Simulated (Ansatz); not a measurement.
Ansatz (an electronic-structure program) input:

Ansatz 0.2 input:
```yaml
crystal:
  lattice:
    - [0.0, 3.5315635785, 3.5315635785]
    - [3.5315635785, 0.0, 3.5315635785]
    - [3.5315635785, 3.5315635785, 0.0]
  atoms:
    - { symbol: Ba, position: [0.0, 0.0, 0.0] }
    - { symbol: Te, position: [0.5, 0.5, 0.5] }
kpoints:
  mp_grid: { grid: [5, 5, 5] }
hamiltonian:
  xc: hse06
  pseudopotentials: { kind: paw }
scf:
  n_extra_bands: 6
  occupations: { method: fixed }
output:
  eigenvalues: true
  eigenstates:
    e_range: [-9.0, 11.0]
    kpoints:
      - [0.0, 0.0, 0.0]  # VBM
      - [0.0, 0.5, 0.5]  # CBM
      - [0.0, 0.0, 0.0]  # GAMMA
      - [0.5, 0.0, 0.5]  # X
      - [0.5, 0.5, 0.5]  # L
      - [0.5, 0.25, 0.75]  # W
      - [0.375, 0.375, 0.75]  # K
      - [0.625, 0.25, 0.625]  # U
```

Output (shortened):

```
Pseudopotential: Ba, paw, valence charge 10
Pseudopotential: Te, paw, valence charge 16
Functional definition: HSE06
davidson cushion auto → on  (no smearing: the cushion is to keep the highest requested band from converging to the state above it …
Crystal: 2 atoms, lattice volume = 88.091 Å³
Basis set: ecut = 420 eV, 1759 PW (Γ)
Bands: 19, of which v1, the nominal top of the filled ones, is band 13 counted from 1 (12 counted from 0)
Symmetry: 48 space group operations
Space group: Fm-3m (ITA 225), of the structure as read, at distance tolerance 4.4e-5 Å
k-points: 10 of 125
SCF iter   1: F=—  HF=-12933.136990 eV  |F-HF|=—  |Δ(HF+E_count)|=         —  Δρ=8.31e-4  dr2=1.57e-3  ethr=1.77e-3  ⟨swp⟩=11.6  Hψ=1145  notcnv=0
preconditioner: auto → none
iter 2 solved again at ethr=3.58e-7 eV; its pass at ethr=6.05e-6 eV (dr2=9.31e-5 eV) is discarded
SCF iter   2: F=-12933.137538 eV  HF=-12933.137566 eV  |F-HF|=2.79e-5  |Δ(HF+E_count)|=   5.76e-4  Δρ=3.08e-4  dr2=9.47e-5  ethr=3.58e-7  ⟨swp⟩=3.7  Hψ=1226  notcnv=0  defer=1
SCF 1 stopped early in 2 iterations: F = -12933.137538 eV  dr2 = 9.47e-5
Crystal: 2 atoms, lattice volume = 88.091 Å³
Exchange kernel: α = 0.2500, screened, ω = 0.2079 Å⁻¹, Wigner–Seitz truncation, v(0) = 1046.7688 eV·Å³, q-mesh 5×5×5, nearest image of the exchange supercell L …
Frozen-core exchange: fock
SCF iter   1: F=—  HF=-12942.750368 eV  |F-HF|=—  |Δ(HF+E_count)|=         —  Δρ=2.42e-3  dr2=1.21e-2  ethr=3.64e-6  ⟨swp⟩=9.2  Hψ=1120  notcnv=0
preconditioner: auto → none
SCF iter   2: F=—  HF=-12942.746047 eV  |F-HF|=—  |Δ(HF+E_count)|=   4.32e-3  Δρ=9.66e-4  dr2=8.42e-4  ethr=3.64e-6  ⟨swp⟩=5.4  Hψ=788  notcnv=0
SCF iter   3: F=—  HF=-12942.749177 eV  |F-HF|=—  |Δ(HF+E_count)|=   3.13e-3  Δρ=6.54e-4  dr2=2.58e-4  ethr=2.15e-6  ⟨swp⟩=5.4  Hψ=706  notcnv=0
SCF iter   4: F=—  HF=-12942.749167 eV  |F-HF|=—  |Δ(HF+E_count)|=   1.01e-5  Δρ=2.98e-4  dr2=5.32e-5  ethr=9.61e-7  ⟨swp⟩=3.0  Hψ=464  notcnv=0
SCF iter   5: F=—  HF=-12942.749172 eV  |F-HF|=—  |Δ(HF+E_count)|=   4.83e-6  Δρ=1.10e-5  dr2=5.90e-6  ethr=1.71e-7  ⟨swp⟩=4.2  Hψ=496  notcnv=0
SCF iter   6: F=-12942.749221 eV  HF=-12942.749223 eV  |F-HF|=2.08e-6  |Δ(HF+E_count)|=   5.16e-5  Δρ=3.82e-5  dr2=3.19e-6  ethr=4.68e-10  ⟨swp⟩=8.3  Hψ=1083  notcnv=0  defer=3
SCF 2 stopped early in 6 iterations: F = -12942.749221 eV  dr2 = 3.19e-6
hybrid outer 1: dexx = +3.774e-3 eV, tail = 5.39e-5 eV
Crystal: 2 atoms, lattice volume = 88.091 Å³
Exchange kernel: α = 0.2500, screened, ω = 0.2079 Å⁻¹, Wigner–Seitz truncation, v(0) = 1046.7688 eV·Å³, q-mesh 5×5×5, nearest image of the exchange supercell L …
Frozen-core exchange: fock
SCF iter   1: F=—  HF=-12942.749271 eV  |F-HF|=—  |Δ(HF+E_count)|=         —  Δρ=2.59e-5  dr2=1.39e-6  ethr=1.04e-6  ⟨swp⟩=3.8  Hψ=442  notcnv=0
preconditioner: auto → none
iter 2 solved again at ethr=1.64e-10 eV; its pass at ethr=5.33e-9 eV (dr2=4.27e-8 eV) is discarded
SCF iter   2: F=-12942.749270 eV  HF=-12942.749271 eV  |F-HF|=1.83e-8  |Δ(HF+E_count)|=   2.07e-7  Δρ=8.87e-6  dr2=5.55e-8  ethr=1.64e-10  ⟨swp⟩=3.0  Hψ=1182  notcnv=0
SCF 3 converged in 2 iterations: F = -12942.749270 eV  dr2 = 5.55e-8
hybrid outer 2: dexx = +9.431e-8 eV, tail = 1.19e-7 eV, Δε = 2.31e-3 eV (about 3.20e-4 eV left of the loop's levels)
NSCF: frozen V_eff on 8 k-points
hybrid SCF converged: 2 outer / 8 inner (+2 warm-up), last move |dexx| = 9.43e-8 eV, tail = 1.19e-7 eV
Stability not checked (fock_operator)
Free energy (F): -12942.749271 eV
Frozen-core exchange: fock
Harris-Foulkes:  -12942.749271 eV  (|F-HF|=1.83e-8)
Internal energy: -12942.749271 eV  (E = F + TS)
E sigma→0 (E₀):  -12942.749271 eV
Fermi energy:    5.627840 eV
--- Per-component energies (eV) ---
  E_band       = -386.908379
  E_kinetic    = 348.786385
  E_local      = -1875.396041  (includes V_loc(G=0)·N_el)
  E_nonlocal   = -254.689223
  E_hartree    = 1049.677083
  E_xc         = -235.954878
  E_vxc        = -193.619480  (∫ρ·V_xc dr)
  E_exx        = -64.162577  (= α·E_x^exact, valence–valence)
  E_paw        = -9891.417816  (= ΣΔE_a)
  E_vpaw       = -383.014470  (= ΣTr[D̂ρ^β])
  E_aug_tail   = -0.000186  (compensation charges beyond the density's cutoff)
  E_ewald      = -2019.263080
  E_core_change = -0.328936  (= ΣΔE_core)
  E_smearing   =  0.000000  (= −TS)
  E_closure    =  0.000000  (closes the sum)
  Σ components = -12942.749271   (vs F -12942.749271, Δ=0.00e0)
  [band-id]    e_kinetic+e_local+e_nonlocal+2·e_hartree+e_vxc+2·e_exx+e_vpaw+e_augmentation_tail = -386.904005   (vs E_band -386.908379, Δ=4.37e-3)
--- Band table (eV; the first three rows and the last of 10) ---
  k-point 0: bands = ["-31.4514", "-31.4514", "-31.4427", "-31.4427", "-31.4427", "-23.2773", "-7.3709", "-7.3709", "-7.3709", "-4.6823", "5.6278", "5.6278", "5.6278", "9.2922", "9.4688", "9.4688", "9.4688", "10.0701", "10.0701"]
  k-point 1: bands = ["-31.4514", "-31.4514", "-31.4426", "-31.4426", "-31.4426", "-23.2727", "-7.5447", "-7.3732", "-7.3732", "-4.3968", "4.6162", "5.1696", "5.1696", "9.4850", "9.9487", "9.9487", "10.7240", "11.0852", "11.0852"]
  k-point 2: bands = ["-31.4513", "-31.4513", "-31.4425", "-31.4425", "-31.4425", "-23.2653", "-7.7786", "-7.3768", "-7.3768", "-3.9632", "3.5136", "4.6225", "4.6225", "10.1238", "11.1425", "11.1425", "11.7393", "13.0622", "13.0622"]
  k-point 9: bands = ["-31.4514", "-31.4513", "-31.4426", "-31.4425", "-31.4424", "-23.2604", "-7.6204", "-7.4892", "-7.4454", "-4.1938", "4.1339", "4.6413", "4.8045", "9.4482", "10.7480", "11.2274", "12.1740", "12.3154", "13.3759"]
```

Cost: very roughly 3 core-minutes on shared cores.

The points marked VBM and CBM come from a semilocal run.

The r²SCAN relaxation kept the symmetry of its start. Scalar-relativistic: spin–orbit coupling is off unless named, which matters more the heavier the elements.

Potentials: the later of the program's two PAW sets.

Ansatz is a plane-wave DFT program.
